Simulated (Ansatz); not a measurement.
**In2Se3: computed property card**

In2Se3:
```yaml
crystal:
  lattice:
    - [4.05367, 0.00000, 0.00000]
    - [-2.02684, 3.51058, 0.00000]
    - [0.00000, 0.00000, 19.17695]
  atoms:
    - { symbol: Se, position: [0.66667, 0.33333, 0.99645] }
    - { symbol: In, position: [0.00000, 0.00000, 0.06727] }
    - { symbol: Se, position: [0.33333, 0.66667, 0.15197] }
    - { symbol: In, position: [0.33333, 0.66667, 0.28500] }
    - { symbol: Se, position: [0.66667, 0.33333, 0.34882] }
    - { symbol: Se, position: [0.00000, 0.00000, 0.49290] }
    - { symbol: In, position: [0.33333, 0.66667, 0.56366] }
    - { symbol: Se, position: [0.66667, 0.33333, 0.64837] }
    - { symbol: In, position: [0.66667, 0.33333, 0.78141] }
    - { symbol: Se, position: [0.00000, 0.00000, 0.84505] }
```

Space group P3m1 (No. 156); conventional cell a = b = 4.0537 Å, c = 19.1769 Å, α = β = 90.00°, γ = 120.00°.

Method: DFT-PBE+D3(BJ) in the program Ansatz with PAW potentials. Geometry: relaxed at this level of theory. Other levels are named where they apply.

**Cell and energy**

| Item | Result |
|---|---|
| Volume per atom | 27.29 Å³ |
| Density | 5.68 g/cm³ |
| Formation energy from the elements (no fitted shifts) | -0.50 eV/atom |

**Electronic structure**

| Item | Value |
|---|---|
| Band gap | 0.49 eV (indirect) |
| Valence-band maximum | off the standard path, at k = (0.000, 0.172, -0.273) in fractions of the reciprocal vectors |
| Conduction-band minimum | at Γ |
| Smallest direct gap on the standard path | 0.61 eV |
| Electron effective mass | 0.086 mₑ (isotropic) |
| Hole effective mass | 0.26, 2.0, 3.8 mₑ (principal values) |
| Gap with spin–orbit coupling | 0.46 eV |

**Mechanics**

| Property | Value |
|---|---|
| Bulk modulus (Birch–Murnaghan fit) | 30.6 GPa |
| Pressure derivative B′ | 10.4 |

The start of the workflow was typed in or built on a structure type; neither database checked (COD, Materials Project) lists it. COD files the formula under space group No. 160, 166, 169, 170. Whether it is the stable phase at ambient conditions was not checked. The PBE+D3(BJ) relaxation kept the symmetry of its start; its stability against distortions is not shown here. The references are the lowest solids computed at this level, not always the standard phases. Scalar-relativistic: spin–orbit coupling is off unless named, which matters more the heavier the elements.

Potentials: the later of the program's two PAW sets.
